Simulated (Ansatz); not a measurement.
Data:

La:
```cif
data_La8
_chemical_formula_sum 'La8'
_space_group_name_H-M_alt 'Fd-3m :1'
_space_group_IT_number 227
_space_group_name_Hall 'F 4d 2 3 -1d'
_cell_length_a 6.65327
_cell_length_b 6.65327
_cell_length_c 6.65327
_cell_angle_alpha 90.000
_cell_angle_beta 90.000
_cell_angle_gamma 90.000
loop_
_atom_site_label
_atom_site_type_symbol
_atom_site_symmetry_multiplicity
_atom_site_Wyckoff_symbol
_atom_site_fract_x
_atom_site_fract_y
_atom_site_fract_z
_atom_site_occupancy
La1 La 8 b 0.50000 0.50000 0.50000 1
```
(The calculation used a cell of 2 atoms; values per cell refer to that cell.)

This is the r²SCAN-relaxed structure.

Question: All from plane-wave PAW r²SCAN (Ansatz code), unless another level is named. Estimate the density of states at the Fermi level.

Answer: 0.43 states/eV per atom (mean over ±0.08 eV).

Question: And the gap with spin–orbit coupling?

Answer: none (metallic).

The start of the workflow was typed in or built on a structure type; neither database checked (COD, Materials Project) lists it. It is not the phase usual at ambient conditions (space group No. 194). Symmetry was held in the r²SCAN relaxation. At this level the phase is mechanically unstable. The volume moved by -38 % from the start of the relaxation. Scalar-relativistic: spin–orbit coupling is off unless named, which matters more the heavier the elements.

Potentials: the earlier of the program's two PAW sets.
